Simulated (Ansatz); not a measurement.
# Elastic constants of Sn2Pt: input and output

All numbers below come from Ansatz 0.2.0, DFT LDA, scalar-relativistic, plane waves, PAW.

Launched with:
```bash
ansatz run input.yaml --threads 1 --pin off --max-ram 3072MiB --backend cpu --events-out ev --progress --plain --runs-dir out
```

Input (bare energies are in eV):
```yaml
crystal:
  lattice:
    - [0.0, 3.204080138, 3.204080138]
    - [3.204080138, 0.0, 3.204080138]
    - [3.204080138, 3.204080138, 0.0]
  atoms:
    - { symbol: Sn, position: [0.25, 0.25, 0.25] }
    - { symbol: Sn, position: [0.75, 0.75, 0.75] }
    - { symbol: Pt, position: [0.0, 0.0, 0.0] }
basis:
  ecutwfc: 420
kpoints:
  mp_grid: { grid: [12, 12, 12] }
hamiltonian:
  xc: lda
scf:
  occupations: { method: fermi_dirac, width: 0.15 }
output:
  forces: true
  stress: true
  eigenvalues: true
elastic:
  mode: relaxed_ion
  amplitude: 0.005
  stencil: two_point
```

From the output:
```
--- Elastic constants: 2 strain directions × 2 members + reference (group order 48) ---
  dense FFT box of the reference and of every strained cell: 32×32×32
  strains applied: 11, 23; error gains: componentwise 1.00 (the most a stress slope's error grows in a printed constant), spectral 1.73 (1 for all six strains in a standard setting)
  C = ∂σ_k/∂η_j (tension-positive GPa; Voigt order 11 22 33 23 13 12):
       156.113     91.802     91.802      0.000      0.000     -0.000
        91.802    156.113     91.802     -0.000     -0.000      0.000
        91.802     91.802    156.113      0.000     -0.000     -0.000
        -0.000      0.000      0.000     22.830     -0.000      0.000
         0.000      0.000     -0.000      0.000     22.830      0.000
        -0.000      0.000      0.000     -0.000      0.000     22.830
  reference stress σ⁰ (GPa):      0.000      0.000      0.000      0.000      0.000     -0.000
  C* (energy form; C + prestress term) asymmetry max|C*_kj − C*_jk| = 2.842e-14 GPa — a small one proves nothing (zero by symmetry where the batch's group is 432, −43m or m−3m); a large one is finite-difference/SCF noise where every solve ...
  moduli (Voigt/Reuss/Hill, GPa): K = 113.24/113.24/113.24   G = 26.56/25.83/26.19   E = 72.95   ν = 0.393
  mechanically stable: yes (min eigenvalue of sym C = 22.83 GPa)
  strain η (Voigt 11):  stress-route row diagonal C_11 = 156.11 GPa, energy-path curvature d²(F+E_count+ΔE)/dδ²/Ω₀ = 156.11 GPa
         δ    σ_11 (GPa) F (eV) n_scf n_hpsi n_pw
    -5.000e-3      -0.7903      -24005.4915784       8   88929   1303   relax 0 steps, max|allowed force component| 1.13e-16 eV/Å
     5.000e-3       0.7708      -24005.4915879       6   78057   1312   relax 0 steps, max|allowed force component| 1.11e-16 eV/Å
  strain η (Voigt 23):  stress-route row diagonal C_44 = 22.83 GPa, energy-path curvature d²(F+E_count+ΔE)/dδ²/Ω₀ = 22.84 GPa
         δ    σ_23 (GPa) F (eV) n_scf n_hpsi n_pw
    -5.000e-3      -0.1142      -24005.4922671       2   70987   1305   relax 3 steps, max|allowed force component| 1.25e-5 eV/Å
     5.000e-3       0.1141      -24005.4922671       2   71004   1305   relax 2 steps, max|allowed force component| 1.81e-8 eV/Å
```

Time: 3.5 min on 1 thread of Arm Neoverse V1 (shared host), peak memory 0.69 GiB.

In a metal, frequencies and elastic constants depend on the k mesh and the smearing, soft modes and shear constants most. Spin–orbit coupling is left out, which can shift energies with elements as heavy as these.